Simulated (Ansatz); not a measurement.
## TaCuN2: do energies and stresses tell the same story?

Computed with Ansatz, DFT r2SCAN, scalar-relativistic, plane waves, PAW.

Cutoff 500 eV; k points 12×12×12 on the computed 4-atom cell (Γ-centred); Gaussian smearing, width 0.02 eV; no spin polarisation.

Relaxed cell: R-3m, a = 3.139 Å, b = 3.139 Å, c = 17.388 Å, α = 90.00°, β = 90.00°, γ = 120.00°, 4 atoms in the primitive cell.

Energies at zero smearing and pressures from the stress tensor, at volumes with shape and atoms relaxed:
| V (Å³/atom) | E − E(first) (meV/atom) | P (GPa) |
| --- | --- | --- |
| 11.624 | 0.00 | 15.23 |
| 11.995 | -25.54 | 7.04 |
| 12.366 | -33.49 | 0.00 |
| 12.737 | -26.31 | -6.05 |
| 13.108 | -6.15 | -11.23 |

Task: Check P = −dE/dV between neighbouring volumes, and get the bulk modulus from the pressures alone.

Result: With 1 eV/Å³ = 160.2 GPa:
| middle V (Å³/atom) | −ΔE/ΔV (GPa) | mean P (GPa) |
| --- | --- | --- |
| 11.810 | 11.032 | 11.135 |
| 12.180 | 3.431 | 3.521 |
| 12.551 | -3.100 | -3.022 |
| 12.922 | -8.706 | -8.638 |

The two differ by 0.10 GPa at most. The mean of two end pressures misses the average over a step by about ΔV² P″/12, up to 0.10 GPa here; with that taken off 0.00 GPa remains. Around V = 12.366 Å³/atom, the two neighbours give B = −V ΔP/ΔV = 12.366 × 13.09 / 0.742 = 218.1 GPa, against B0 = 217.1 GPa from the Birch–Murnaghan fit of the energies.

Spin-orbit coupling is left out, which matters for the bands of heavy elements.

A ferromagnetic start lost its moments in a first run, so spin was left out; other magnetic orders weren't tried.

Cost: 6 runs of about 14 core-minutes in all, on Intel Xeon Platinum 8375C (Ice Lake) (shared hosts).